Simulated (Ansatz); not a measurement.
Starting cell, AlN (wurtzite):

```xyz
8
Lattice="6.2134 0.0000 0.0000 -1.5534 2.6905 0.0000 0.0000 0.0000 4.9785" Properties=species:S:1:pos:R:3 pbc="T T T"
Al     0.0000     1.7937     4.9615
Al     3.1067     1.7937     4.9615
Al     1.5534     0.8968     2.4723
Al     4.6601     0.8968     2.4723
N      0.0000     1.7937     1.8829
N      3.1067     1.7937     1.8829
N      1.5534     0.8968     4.3721
N      4.6601     0.8968     4.3721
```

A phonon eigenvector at M = (0.5, 0.0, 0.0) is frozen into this cell: atom i moves by Q times the vector below, so Q is the largest atomic displacement, in Å. The cell is held. (q is in reciprocal vectors of the primitive cell; the cell shown is doubled to hold the pattern.)

| atom | x | y | z |
|---|---|---|---|
| Al1 | -0.212 | -0.122 | -0.150 |
| Al2 | 0.212 | 0.122 | 0.150 |
| Al3 | 0.212 | 0.122 | -0.150 |
| Al4 | -0.212 | -0.122 | 0.150 |
| N5 | 0.859 | 0.496 | 0.123 |
| N6 | -0.859 | -0.496 | -0.123 |
| N7 | -0.859 | -0.496 | 0.123 |
| N8 | 0.859 | 0.496 | -0.123 |

The numbers are results of r2SCAN (plane waves to 500 eV, PAW, scalar-relativistic; Ansatz, a quantum-chemistry and plane-wave program), not measurements. k mesh 6×12×7 (Γ-centred), Fermi-Dirac smearing 0.05 eV. The energy includes the smearing's −TS. AlN was relaxed with its symmetry unable to fall. ΔE is measured from the undisplaced structure.

Predict the ΔE (meV/cell) at Q (Å) = -0.150, -0.090, -0.060, -0.030, 0.060, 0.120, 0.150, 0.180.


```tsv
Q (Å)	ΔE (meV/cell)
-0.150	1512
-0.090	535
-0.060	237
-0.030	59
0.060	237
0.120	959
0.150	1512
0.180	2203
```

(A displaced cell: forces are minus the slopes of the energy, force constants its curvatures, and phonons follow from these.)
